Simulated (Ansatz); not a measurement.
LaB₆:
```
LaB6
1.0
    4.15217     0.00000     0.00000
    0.00000     4.15217     0.00000
    0.00000     0.00000     4.15217
La B
1 6
Direct
  0.00000   0.00000   0.00000
  0.79998   0.50000   0.50000
  0.20002   0.50000   0.50000
  0.50000   0.79998   0.50000
  0.50000   0.20002   0.50000
  0.50000   0.50000   0.79998
  0.50000   0.50000   0.20002
```

Relaxed with r²SCAN. Special points in fractions of this cell's reciprocal vectors: Γ (0.000, 0.000, 0.000); X (0.000, 0.500, 0.000); M (0.500, 0.500, 0.000); R (0.500, 0.500, 0.500).

List the band energies nearest the Fermi level at these points for the program Ansatz at the r²SCAN with spin–orbit coupling level (PAW).

In eV from the Fermi level; about four levels below and three above (degenerate sets whole), none deeper than 8.9 eV; points with the same levels are listed once.

```tsv
k	below	above
Γ	-2.10 -2.10 -2.10 -2.10 -2.08 -2.08	0.16 0.16 0.17 0.17 0.17 0.17
X	-2.62 -2.62 -1.69 -1.69	1.53 1.53 1.57 1.57
M	-3.18 -3.18 -3.18 -3.18	1.05 1.05 1.12 1.12
R	-2.65 -2.65 -2.65 -2.65 -2.65 -2.65	1.53 1.53 1.78 1.78 1.78 1.78
```

Space group Pm-3m. The r²SCAN relaxation kept the symmetry of its start; of distortions, only those at the zone centre were tested.

Potentials: the earlier of the program's two PAW sets.
